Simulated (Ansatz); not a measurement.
Consider the following.

ZrSi₂:
Space group Cmcm (No. 63); a = 3.706 Å, b = 14.802 Å, c = 3.677 Å, α = 90.00°, β = 90.00°, γ = 90.00°

```csv
atom,site,symmetry,x,y,z
Zr,4c,m2m,0.0000,0.1054,0.7500
Si,4c,m2m,0.0000,0.5531,0.2500
Si,4c,m2m,0.0000,0.2503,0.2500
```
(The calculation used a cell of 6 atoms; values per cell refer to that cell.)

This is the PBE-relaxed structure.

Question: All from plane-wave PAW PBE (Ansatz code), unless another level is named. Estimate the electronic character.

Answer: metallic (no gap).

Question: Predict the density of states at the Fermi level.

Answer: 0.23 states/eV per atom (mean over ±0.08 eV).

Question: Next, the formation energy from the elements (no fitted shifts)?

Answer: -0.66 eV/atom.

The PBE relaxation kept the symmetry of its start. The run is not spin-polarised. The references are the lowest solids computed at this level, not always the standard phases. Scalar-relativistic: spin–orbit coupling is off unless named, which matters more the heavier the elements.

Potentials: the earlier of the program's two PAW sets.
